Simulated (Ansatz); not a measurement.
## Slab of hcp Zr (0001), 2 layers

The slab is cut from the hcp crystal, the stable phase, as relaxed on PAW files (21.79 Å³/atom), with 16 Å of vacuum and a dipole correction:

```yaml
crystal:
  lattice:
    - [3.14358, 0.00000, 0.00000]
    - [-1.57179, 2.72242, 0.00000]
    - [0.00000, 0.00000, 18.54670]
  atoms:
    - { symbol: Zr, position: [0.83333, 0.16667, 0.43134] }
    - { symbol: Zr, position: [0.16667, 0.83333, 0.56866] }
```

Computed with Ansatz 0.2.0; functional LDA, scalar-relativistic. Settings: a Γ-centred 15×15×1 k mesh, Fermi–Dirac smearing of 0.1 eV, no spin polarisation. Methods: LAPW: all electrons, basis error target 1 meV/atom; PAW: frozen-core files, cutoff 420 eV.

The bulk energy comes from a cell in the slab's orientation on a 15×15×8 mesh. The surface energy is (E(slab) − N·E(bulk))/2A at zero smearing, the mean of both faces; thin slabs carry quantum-size effects.

The PAW files were made under PBE.

**Question.** As cut, the LAPW slab lies 2.006 eV above 2 atoms of bulk. What surface energy is that?

**Answer.** Over two faces of 8.56 Å² it is 117.2 meV/Å², and times 16.02 J/m² per eV/Å² that gives γ = 1.878 J/m².

**Question.** What do relaxation and the other method give, and what work function comes out?

**Answer.** 

```tsv
method	γ as cut (J/m²)	γ relaxed (J/m²)	Φ as cut (eV)	Φ relaxed (eV)
LAPW	1.878	1.758	4.49	4.34
PAW	1.879	1.758	4.49	4.34
```

**Question.** How do the spacings between the planes relax?

**Answer.** From the bottom face up: d12 -9.7 % of 2.547 Å.

**Question.** What changes if the vacuum is set to 11 Å?

**Answer.** LAPW then gives: no gap, work function 4.33 eV; PAW: no gap, work function 4.33 eV. The program warns that the vacuum is too thin.
